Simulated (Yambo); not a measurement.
Yambo run on Si (space group P6_3/mmc, No. 194). The wavefunctions are LDA (Quantum ESPRESSO, PseudoDojo norm-conserving, 32 Ry, without SOC) ones on a 6×6×2 mesh (8 occupied bands); a = 3.799 Å, b = 3.799 Å, c = 6.274 Å, α = 90.00°, β = 90.00°, γ = 120.00°.

Yambo input:

```
rim_cut
gw0
dyson
el_el_corr
HF_and_locXC
ppa
em1d
RandQpts= 1000000
RandGvec= 1 Ry
EXXRLvcs= 32 Ry
VXCRLvcs= 128 Ry
Chimod= "HARTREE"
% BndsRnXp
 1 | 176 |
%
NGsBlkXp= 10 Ry
% LongDrXp
 1.0 | 1.0 | 1.0 |
%
PPAPntXp= 27.2114 eV
% GbndRnge
 1 | 58 |
%
GTermKind= "none"
DysSolver= "n"
ExtendOut
% QPkrange
 1 | 1 | 8 | 9 |
 7 | 7 | 9 | 9 |
%
```

k points by index: 1 = Γ, 7 = M.

Table of the .qp output:

```
#    K-point    Band    Eo [eV]    E [eV]    E-Eo [eV]    Vxc [eV]    Vnlxc [eV]    Sc|Eo [eV]    Sc|E [eV]    dSc/dw|Eo [eV]    Re(Z)    Im(Z)
#
    1    8    0.000000    -0.297472    -0.297472    -11.41745    -12.83627    1.034128    1.121355    -7.977015    0.773302    -0.001642
    1    9    0.985210    1.330924    0.345714    -10.18323    -6.215895    -3.524429    -3.621619    -7.646958    0.780624    -0.001624
    7    9    0.272559    0.577947    0.305388    -9.239255    -5.472480    -3.379147    -3.461386    -7.324836    0.787905    -0.001616
```
(The two width columns are left out.) Convergence of these settings isn't established.

Geometry relaxed with LDA.

This is not the ordinary phase of the substance; no match was found in the copy of COD used, and its stability was not checked.
